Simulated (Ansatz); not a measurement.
## CaZn2Sb2: computed property card

CaZn2Sb2:
```cif
data_CaSb2Zn2
_chemical_formula_sum 'Ca1 Zn2 Sb2'
_space_group_name_H-M_alt 'P-3m1'
_space_group_IT_number 164
_space_group_name_Hall '-P 3 2"'
_cell_length_a 4.41110
_cell_length_b 4.41110
_cell_length_c 7.34119
_cell_angle_alpha 90.000
_cell_angle_beta 90.000
_cell_angle_gamma 120.000
loop_
_atom_site_label
_atom_site_type_symbol
_atom_site_symmetry_multiplicity
_atom_site_Wyckoff_symbol
_atom_site_fract_x
_atom_site_fract_y
_atom_site_fract_z
_atom_site_occupancy
Ca1 Ca 1 a 0.00000 0.00000 0.00000 1
Zn1 Zn 2 d 0.66667 0.33333 0.36763 1
Sb1 Sb 2 d 0.33333 0.66667 0.25652 1
```

Space group P-3m1 (No. 164); conventional cell a = 4.411 Å, b = 4.411 Å, c = 7.341 Å, α = 90.00°, β = 90.00°, γ = 120.00°.

Method: DFT-PBEsol in the program Ansatz with PAW potentials. Structure relaxed to zero pressure with the same functional. Other levels are named where they apply.

**Cell and energy**

- Volume per atom: 24.74 Å³
- Density: 5.56 g/cm³
- Formation energy from the elements (no fitted shifts): -0.44 eV/atom

**Electronic structure**

Electronic character: no gap, with almost no states at the Fermi level (zero-gap or semimetallic)
Density of states at the Fermi level: 0.02 states/eV per atom (mean over ±0.08 eV)
HSE06 gap on the PBEsol cell: 0.52 eV (a hybrid on a coarse mesh can open a false gap in a semimetal)
Gap with spin–orbit coupling: none (metallic)

**Mechanics**

- Bulk modulus (Birch–Murnaghan fit) = 49.5 GPa
- Pressure derivative B′ = 4.3

**Phonons**

Highest zone-centre frequency: 184 cm^-1
Zone-centre stability: no imaginary mode at Γ

The first step of the workflow began from a Materials Project structure, measured or hypothetical; the Crystallography Open Database files this formula in space group No. 164, but the cells were not matched. Its standing as an ambient phase is unchecked. The cell was relaxed with PBEsol under the symmetry of its start. A small band overlap can be real or an error of a semilocal functional. As this level gives no gap, phonon frequencies hold no LO–TO term and depend on the k-mesh and smearing (Fermi–Dirac, 0.1 eV here). The references are the lowest solids computed at this level, not always the standard phases. Spin–orbit coupling is left out wherever it is not named.

Potentials: the later of the program's two PAW sets.
